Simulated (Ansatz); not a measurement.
A geometry of NbP away from equilibrium: step 2 of the relaxation of a relaxed NbP cell displaced along its unstable phonon at q = (0, ½, 0) of its primitive reciprocal cell (52i cm⁻¹), largest move 0.15 Å. The numbers are results of PBE (plane waves to 420 eV, PAW, scalar-relativistic; Ansatz, a first-principles code), not measurements. Γ-centred k-mesh 10×4×8 on the run's cell (coarser than for final values), Fermi–Dirac smearing 0.05 eV.

```xyz
8
Lattice="3.6026 0.0001 0.0067 0.0001 9.7408 0.0032 -1.7889 0.0014 4.2483" Properties=species:S:1:pos:R:3:forces:R:3 pbc="T T T" free_energy=-21236.580 pressure_GPa=0.1
Nb     1.8073     1.2330     2.6558    0.0045    0.1578    0.0351
Nb     1.8072     6.0734     2.6744    0.0054   -0.1596    0.0378
Nb     0.0084     3.6549     1.3962   -0.0128    0.0043   -0.0830
Nb     0.0045     8.5231     1.7866   -0.0022   -0.0015   -0.0028
P      0.0097     1.1561     0.9910   -0.0005   -0.0747   -0.0177
P      0.0096     6.1497     1.0083   -0.0010    0.0769   -0.0198
P      1.8059     3.6513     3.0779    0.0048   -0.0008   -0.0311
P      1.8029     8.5273     3.4427    0.0018   -0.0025    0.0815
```

Positions in Å, forces in eV/Å, free energy of the cell in eV (comparable only within this code, potentials and settings). Largest force: 0.16 eV/Å, on Nb1, Nb2 (atoms numbered as listed); the geometry lies 0.01 eV/atom above the end of its relaxation.

No spin polarisation in the result.

The end of the path is a generated cell of NbP: the first start was made by placing the elements on the sites of a structure type, and the end was not matched to a known phase here, so it may be hypothetical.
